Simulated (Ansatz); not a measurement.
**Computed properties of SnPbO2 (litharge sites, P4mm)**

All numbers come from the plane-wave code Ansatz. The cell comes from a prototype generator: it can be a known phase or a hypothetical one. No magnetic order is allowed.

The cell is SnPbO2 on the sites of the litharge structure (relaxed group P4mm); cell and atoms were relaxed with r2SCAN+rVV10. Space group P4mm (No. 99), tetragonal; conventional cell a = 3.868 Å, c = 4.898 Å, 18.32 Å³ an atom. Sn is surrounded by 4 O at 2.19 Å; Pb is surrounded by 4 O at 2.34 Å; O is surrounded by 2 Sn at 2.19 Å and 2 Pb at 2.34 Å.

```
Sn Pb O
1.0
     3.86827    0.00000    0.00000
     0.00000    3.86827    0.00000
     0.00000    0.00000    4.89753
Sn Pb O
1 1 2
Direct
  0.00000 0.00000 0.22479
  0.50000 0.50000 0.74569
  0.50000 0.00000 0.01476
  0.00000 0.50000 0.01476
```

Relaxed lattice by functional, symmetry kept:
```csv
functional,k mesh,a (Å),c (Å),volume (Å³/atom)
PBE-D3(BJ),6×6×6,3.917,4.877,18.71
r2SCAN+rVV10,6×6×6,3.868,4.898,18.32
```

Gaps on the r2SCAN+rVV10 cell, each the least over its mesh and the special points:
```
                                    level  k mesh  gap (eV)      kind           edges  least direct gap (eV)
                                      PBE   6×6×6      0.56  indirect  M–Γ (0.90) → M                   1.79
                                  PBE+SOC   6×6×6      0.30  indirect  M–Γ (0.88) → M                   1.55
                                   r2SCAN   6×6×6      0.78  indirect           Γ → M                   2.13
                                    HSE06   4×4×4      1.03  indirect           Γ → M                   2.46
                                     PBE0   4×4×4      1.67  indirect           Γ → M                   3.12
G0W0@PBE (218 empty bands, 120 eV, 4×4×4)   4×4×4      0.86         –    Γ → M (mesh)                      –
```
PBE, PBE+SOC: smearing of 0.02 eV; the others have fixed occupations.
Wave cutoffs: 420 eV, 500 eV (r2SCAN).
Points off the special ones are mesh points or PBE's searched band edges, reused at the other levels.
The G0W0 gap is PBE's gap over the path plus the quasiparticle shift read on the mesh. G0W0 values are finite-basis, finite-mesh values.

HSE06 gives an indirect gap of 1.03 eV, from Γ to M; the least direct gap is 2.46 eV at M. Spin-orbit coupling changes the PBE gap by -0.26 eV, to 0.30 eV.

Set against the finite-basis gap of 0.86 eV from G0W0@PBE (218 empty bands, 120 eV, 4×4×4), the closest functional is r2SCAN, which differs by -0.08 eV. The others: HSE06 +0.17, PBE -0.30, PBE0 +0.81 eV. The yardstick's own error is a tenth of an eV or more. r2SCAN covers 47 % of the step from PBE to HSE06. For gaps to 0.1 eV, spin-orbit coupling (up to 0.26 eV here) has to be included. Among these functionals the gap stays indirect.

Only the levels marked +SOC include spin-orbit coupling.

The meshes of the hybrids are coarse, so their gaps aren't converged to the digits shown.
